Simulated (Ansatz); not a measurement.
**ScPd3 under pressure**

Method: DFT LDA, scalar-relativistic, plane waves, PAW (Ansatz 0.2.0). Settings: 420 eV plane-wave cutoff, Γ-centred 12×12×12 mesh, Fermi-Dirac smearing of 0.15 eV. No spin polarisation. Phonons by linear response, acoustic sum rule imposed.

Equilibrium structure at this level:
```
Sc Pd
1.0
     3.90273    0.00000    0.00000
     0.00000    3.90273    0.00000
     0.00000    0.00000    3.90273
Sc Pd
1 3
Direct
  0.00000 0.00000 0.00000
  0.00000 0.50000 0.50000
  0.50000 0.00000 0.50000
  0.50000 0.50000 0.00000
```

In a metal, frequencies and elastic constants depend on the k mesh and the smearing, soft modes and shear constants most.

The cell is relaxed again at 2 and 6 GPa. How do volume, gap and optical modes at Γ (cm⁻¹, counted from the lowest optical one; a degenerate one stands once) change?

## Answers

```
          0 GPa  2 GPa  6 GPa
    V/V0  1.000  0.990  0.970
gap (eV)   0.00   0.00   0.00
  mode 1    146    149    155
  mode 4    173    177    185
  mode 7    223    230    241
```